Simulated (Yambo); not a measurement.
Absorption of PNO (space group I2_12_12_1, No. 24) with and without the electron-hole interaction (Yambo, LDA bands; 6×6×6 mesh, 6 valence and 6 conduction bands, static screening with 43 bands and a 3 Ry block, scissor 2.39 eV, Tamm-Dancoff; field along x). Axes are Cartesian, with cell vectors (Å) (-2.22, 2.39, 3.50), (2.22, -2.39, 3.50), (2.22, 2.39, -3.50).

```tsv
E (eV)	Im ε, BSE	Im ε, independent quasiparticles
6.05	0.07	0.03
6.15	0.08	0.03
6.25	0.09	0.03
6.35	0.09	0.03
6.45	0.10	0.04
6.55	0.11	0.04
6.65	0.13	0.04
6.75	0.14	0.04
6.85	0.16	0.04
6.95	0.19	0.05
7.05	0.23	0.05
7.15	0.29	0.05
7.25	0.39	0.06
7.35	0.51	0.06
7.45	0.59	0.07
7.55	0.76	0.07
7.65	1.08	0.08
7.75	1.53	0.08
7.85	1.81	0.09
7.95	2.09	0.11
8.05	2.82	0.12
8.15	3.38	0.14
8.25	3.06	0.18
8.35	2.76	0.23
8.45	2.53	0.31
8.55	2.57	0.42
8.65	2.84	0.51
8.75	3.28	0.56
8.85	3.69	0.63
8.95	3.96	0.73
9.05	4.30	0.84
9.15	4.66	0.90
9.25	4.90	0.94
9.35	5.00	1.12
9.45	4.87	1.33
9.55	4.83	1.53
9.65	4.84	1.65
9.75	4.87	1.66
9.85	4.40	1.77
9.95	3.46	2.16
10.05	3.05	2.73
10.15	3.02	3.03
10.25	3.10	3.22
10.35	2.67	3.85
10.45	2.47	4.15
10.55	2.28	3.83
10.65	2.39	3.53
10.75	2.29	3.39
10.85	2.26	3.43
10.95	2.14	3.45
11.05	2.33	3.40
11.15	2.41	3.47
11.25	2.57	3.71
11.35	2.36	4.10
11.45	2.22	4.45
11.55	2.01	4.30
11.65	1.92	4.38
11.75	1.62	4.72
11.85	1.50	4.89
```

The scissor comes from a G0W0 run whose convergence isn't established. Broadening 0.15 eV. The band window holds all transitions up to 11.9 eV. Fine structure above the onset can come from the mesh.

Geometry of the Materials Project entry, not relaxed at this level; primitive cell a = 4.787 Å, b = 4.787 Å, c = 4.787 Å, α = 124.64°, β = 120.14°, γ = 85.96°.

The structure is a Materials Project entry; no match was found in the copy of COD used, and its stability was not checked.
